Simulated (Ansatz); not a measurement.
How K stores the work of compression

The calculation used DFT r2SCAN, scalar-relativistic, plane waves, PAW in Ansatz. (500 eV cutoff, 6×6×4 k-mesh, Gaussian smearing of 0.10 eV, no spin polarisation)

Reference structure (relaxed):

```
CELL_PARAMETERS angstrom
4.31710 -4.31877 0.00000
4.31710 4.31877 0.00000
0.00000 0.00000 11.59527
ATOMIC_POSITIONS crystal
K 0.50000 0.00000 0.31369
K 0.00000 0.50000 0.68631
K 0.00000 0.50000 0.31369
K 0.50000 0.00000 0.68631
K 0.00000 0.00000 0.00000
```

Cell and atoms were relaxed at each target pressure within the start's symmetry (P4/mmm), at zero temperature; other phases can be more stable under pressure. H = E + PV with P the target; E is the free energy at the smearing used, whose derivative the pressure is, per atom and counted from zero pressure. The mesh named is that at zero pressure; some other pressures ran on another.

| P (GPa) | V (Å³/atom) | E − E0 (meV) | H − H0 (meV) |
| --- | --- | --- | --- |
| 0 | 86.475 | 0.0 | 0.0 |
| 3 | 51.976 | 221.2 | 1194.4 |
| 8 | 36.677 | 713.3 | 2544.7 |
| 15 | 27.506 | 1345.1 | 3920.2 |
| 30 | 19.891 | 2348.2 | 6072.7 |
| 60 | 14.859 | 3670.3 | 9234.7 |

Question: Thermodynamics gives dH/dP = V along a relaxed path. Integrate V over P by the trapezoid rule and compare with the computed enthalpies.

Answer: With 1 eV/Å³ = 160.22 GPa, each step adds the mean volume times ΔP / 160.22:
```tsv
P (GPa)	∫V dP (meV)	H − H0 (meV)	difference (meV)
3	1296.2	1194.4	101.8
8	2679.5	2544.7	134.9
15	4081.6	3920.2	161.4
30	6300.4	6072.7	227.7
60	9553.7	9234.7	319.0
```

V(P) curves upward, so the trapezoid rule runs high; integrating a smooth curve through the same points (P as a polynomial of degree 4 in ln V) puts that excess at about 428.0 meV at 60 GPa, against the 319.0 meV found. What is left comes from the shape of V(P) between points this far apart, and from the mesh, the smearing and the stress tolerance.

Question: At 60 GPa, how much of the enthalpy change is stored energy and how much is the PV term?

Answer: E rises by 3670 meV/atom and PV is 60 × 14.859 / 160.22 = 5564 meV/atom, so PV makes 60 % of ΔH. So between rival structures at high pressure a small difference in volume can outweigh the difference in energy: 1 % of this volume is worth 55.6 meV/atom at this pressure.

Question: What bulk modulus do the lowest pressures give, and how is the compression shared among the axes?

Answer: From the pressures that the runs reached, 0.00 GPa (86.475 Å³) and 3.00 GPa (51.976 Å³), B = −ΔP/Δln V = 3.00 / 0.5091 = 6 GPa, a mean over that range. The linear compressibilities −Δln(length)/ΔP are 49.40 along a, 49.40 along b, 71.01 along c (in TPa⁻¹). With fixed angles they add up to 1/B: 169.82 against 169.82. Softest: c, at 42 % of the volume change per axis.

This form isn't the element's structure at ambient conditions.